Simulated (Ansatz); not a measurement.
TlBr:
```yaml
crystal:
  lattice:
    - [3.98015, 0.00000, 0.00000]
    - [0.00000, 3.98015, 0.00000]
    - [0.00000, 0.00000, 3.98015]
  atoms:
    - { symbol: Tl, position: [0.00000, 0.00000, 0.00000] }
    - { symbol: Br, position: [0.50000, 0.50000, 0.50000] }
```

The program Ansatz at the PBE+D3(BJ) level (PAW) gives a gap of 1.86 eV without spin–orbit coupling, maximum at X, minimum at X.

Question: What happens when spin–orbit coupling is switched on?

Answer: The gap falls by 0.62 eV, to 1.24 eV; maximum at X, minimum at R.

Question: Give the electron effective mass with spin–orbit coupling.

Answer: 0.30 mₑ (isotropic).

Question: Give the hole effective mass with spin–orbit coupling.

Answer: 0.25, 0.44, 0.44 mₑ (principal values).

Space group Pm-3m (CsCl type). The PBE+D3(BJ) relaxation kept the symmetry of its start; phonons on a q-mesh show no instability.

Potentials: the later of the program's two PAW sets.
